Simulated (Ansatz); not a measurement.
## Barrier of one jump, Li in Si

Level of theory: Ansatz, DFT LDA, scalar-relativistic, plane waves, PAW. Run with 420 eV cutoff, 2×2×2 k-mesh, shifted by half a step, Gaussian smearing of 0.02 eV, no spin polarisation.

In a supercell of 32 host sites with charge +1, interstitial Li hops to an equivalent place, moving 2.34 Å between the relaxed ends. Climbing-image nudged elastic band at fixed cell with images 0 (start) to 6 (end), the path measured over all atoms, converged to 0.05 eV/Å; the order of the saddle wasn't checked, and the small cell leaves errors of about a tenth of an eV.

Command:

```bash
ansatz run input.yaml --threads 8 --pin off --max-ram 20480MiB --backend cpu --events-out ev --progress --plain --runs-dir out
```

Input:

```yaml
crystal:
  lattice:
    - [-5.4019422872, -5.4019422872, 5.4019422872]
    - [5.4019422872, -5.4019422872, -5.4019422872]
    - [5.4019422872, 5.4019422872, 5.4019422872]
  atoms:
    - { symbol: Si, position: [0.2493635751, 0.7490013774, 0.7490015] }
    - { symbol: Si, position: [-1.8428e-06, 0.7414662316, -1.22122e-05] }
    - { symbol: Si, position: [0.4996385116, 0.4996314632, 0.75065561] }
    - { symbol: Si, position: [0.2509891862, 0.5003543006, -8.8887e-06] }
    - { symbol: Si, position: [-8.36e-07, 0.5003566514, 0.2510103565] }
    - { symbol: Si, position: [0.74901175, 0.7490032415, 0.2493634295] }
    - { symbol: Si, position: [0.4996366025, 0.7506677281, 0.4996294529] }
    - { symbol: Si, position: [-1.7533e-06, -1.28568e-05, 0.7414492721] }
    - { symbol: Si, position: [0.7490118272, 0.2493651763, 0.7490036326] }
    - { symbol: Si, position: [0.5003628407, 0.2510287173, -8.1203e-06] }
    - { symbol: Si, position: [0.2586027652, 0.2585920897, 0.2585927778] }
    - { symbol: Si, position: [-8.359e-07, 0.2510249422, 0.5003570911] }
    - { symbol: Si, position: [0.7506391784, 0.4996369913, 0.4996369182] }
    - { symbol: Si, position: [0.7414092467, -1.24192e-05, -1.16734e-05] }
    - { symbol: Si, position: [0.5003612193, -8.1364e-06, 0.2510146572] }
    - { symbol: Si, position: [0.250989465, -9.1265e-06, 0.5003529499] }
    - { symbol: Si, position: [0.2499940272, 0.749999691, 0.5000001172] }
    - { symbol: Si, position: [-2.93e-08, 0.7490551166, 0.7490515079] }
    - { symbol: Si, position: [0.5063986894, 0.5064238005, 0.5064135548] }
    - { symbol: Si, position: [0.2500017438, 0.5000041764, 0.7500035436] }
    - { symbol: Si, position: [1.3474e-06, 0.4936546587, 1.53007e-05] }
    - { symbol: Si, position: [0.7490579489, 0.7490638798, -1.172e-07] }
    - { symbol: Si, position: [0.5000001532, 0.7499840372, 0.2499796878] }
    - { symbol: Si, position: [1.4773e-06, 2.57324e-05, 0.4936410951] }
    - { symbol: Si, position: [0.7499963908, 0.250000309, 0.500001278] }
    - { symbol: Si, position: [0.5000000293, 0.2499837836, 0.7499799719] }
    - { symbol: Si, position: [0.2509397273, 0.2509435136, 4.0202e-06] }
    - { symbol: Si, position: [1.9523e-06, 0.2509331234, 0.2509296908] }
    - { symbol: Si, position: [0.7500041312, 0.5000051706, 0.2500038099] }
    - { symbol: Si, position: [0.7490625712, 3.1482e-06, 0.7490649962] }
    - { symbol: Si, position: [0.4936118563, 2.68528e-05, 1.66143e-05] }
    - { symbol: Si, position: [0.2509444945, 7.3736e-06, 0.2509448756] }
    - { symbol: Li, position: [3.29881e-05, 0.0001103315, 9.24156e-05] }
total_charge: 1
basis:
  ecutwfc: 420
  xc_grid: 2
kpoints:
  mp_grid: { grid: [2, 2, 2], shift: [0.5, 0.5, 0.5] }
hamiltonian:
  xc: lda
scf:
  occupations: { method: gaussian, width: 0.02 }
output:
  forces: true
neb:
  images: 5
  f_tol: 0.05
  max_iterations: 70
  order_check: false
  final_atoms:
    - { symbol: Si, position: [0.250000309, 0.7500059728, 0.7499998828] }
    - { symbol: Si, position: [-7.3736e-06, 0.7490555055, -0.0009448756] }
    - { symbol: Si, position: [0.4935761995, 0.4936013106, 0.7435864452] }
    - { symbol: Si, position: [0.2500159628, 0.4999998468, 2.03122e-05] }
    - { symbol: Si, position: [-2.68528e-05, 0.5063881437, 0.2499833857] }
    - { symbol: Si, position: [0.7490564864, 0.7490602727, 0.2499959798] }
    - { symbol: Si, position: [0.4999958236, 0.7499982562, 0.4999964564] }
    - { symbol: Si, position: [-2.57324e-05, -1.4773e-06, 0.7563589049] }
    - { symbol: Si, position: [0.749999691, 0.2500036092, 0.749998722] }
    - { symbol: Si, position: [0.4999948294, 0.2499958688, -3.8099e-06] }
    - { symbol: Si, position: [0.2509361202, 0.2509420511, 0.2500001172] }
    - { symbol: Si, position: [-3.1482e-06, 0.2509374288, 0.5009350038] }
    - { symbol: Si, position: [0.7500162164, 0.4999999707, 0.5000200281] }
    - { symbol: Si, position: [0.7490668766, -1.9523e-06, -0.0009296908] }
    - { symbol: Si, position: [0.5063453413, -1.3474e-06, 0.2499846993] }
    - { symbol: Si, position: [0.2509448834, 2.93e-08, 0.5009484921] }
    - { symbol: Si, position: [0.2509986226, 0.7506364249, 0.5009985] }
    - { symbol: Si, position: [9.1265e-06, 0.749010535, 0.7496470501] }
    - { symbol: Si, position: [0.5003685368, 0.5003614884, 0.49934439] }
    - { symbol: Si, position: [0.2493322719, 0.5003633975, 0.7503705471] }
    - { symbol: Si, position: [8.1364e-06, 0.4996387807, -0.0010146572] }
    - { symbol: Si, position: [0.7414079103, 0.7413972348, -0.0085927778] }
    - { symbol: Si, position: [0.4996456994, 0.7490108138, 0.2500088887] }
    - { symbol: Si, position: [1.28568e-05, 1.7533e-06, 0.5085507279] }
    - { symbol: Si, position: [0.7506348237, 0.2509881728, 0.5009963674] }
    - { symbol: Si, position: [0.5003630087, 0.2493608216, 0.7503630818] }
    - { symbol: Si, position: [0.2509967585, 0.25098825, 0.0006365705] }
    - { symbol: Si, position: [1.24192e-05, 0.2585907533, 0.2500116734] }
    - { symbol: Si, position: [0.7489712827, 0.4996371593, 0.2500081203] }
    - { symbol: Si, position: [0.7489750578, 8.359e-07, 0.7496429089] }
    - { symbol: Si, position: [0.4996433486, 8.36e-07, -0.0010103565] }
    - { symbol: Si, position: [0.2585337684, 1.8428e-06, 0.2500122122] }
    - { symbol: Li, position: [-0.0001103315, -3.29881e-05, 0.2499075844] }
```

Course of the band:

| iteration | largest band force (eV/Å) | climbing image | energies over image 0 (eV) |
| --- | --- | --- | --- |
| 1 | 0.761 | none | 0.000 0.214 0.591 0.775 0.591 0.214 0.000 |
| 2 | 0.276 | 3 | 0.000 0.176 0.504 0.665 0.504 0.176 0.000 |
| 3 | 0.015 | 3 | 0.000 0.173 0.493 0.649 0.493 0.173 0.000 |

Final band:

| image | path (Å) | E − E(0) (eV) | Li x (Å) | Li y (Å) | Li z (Å) | force on Li (eV/Å) |
| --- | --- | --- | --- | --- | --- | --- |
| 0 | 0.00 | 0.000 | 0.001 | 0.000 | 0.000 | 0.00 |
| 1 | 0.39 | 0.173 | 0.221 | 0.221 | 0.221 | 0.74 |
| 2 | 0.79 | 0.493 | 0.448 | 0.448 | 0.448 | 0.70 |
| 3 | 1.18 | 0.649 | 0.675 | 0.675 | 0.675 | 0.00 |
| 4 | 1.58 | 0.493 | 0.903 | 0.903 | 0.902 | 0.70 |
| 5 | 1.97 | 0.173 | 1.129 | 1.129 | 1.129 | 0.74 |
| 6 | 2.36 | 0.000 | 1.350 | 1.351 | 1.350 | 0.00 |

Barrier 0.65 eV. Time: 72 s on 8 threads of Intel(R) Xeon(R) Platinum 8259CL CPU @ 2.50GHz (Skylake/Cascade Lake), on a shared host, peak memory 2.9 GiB.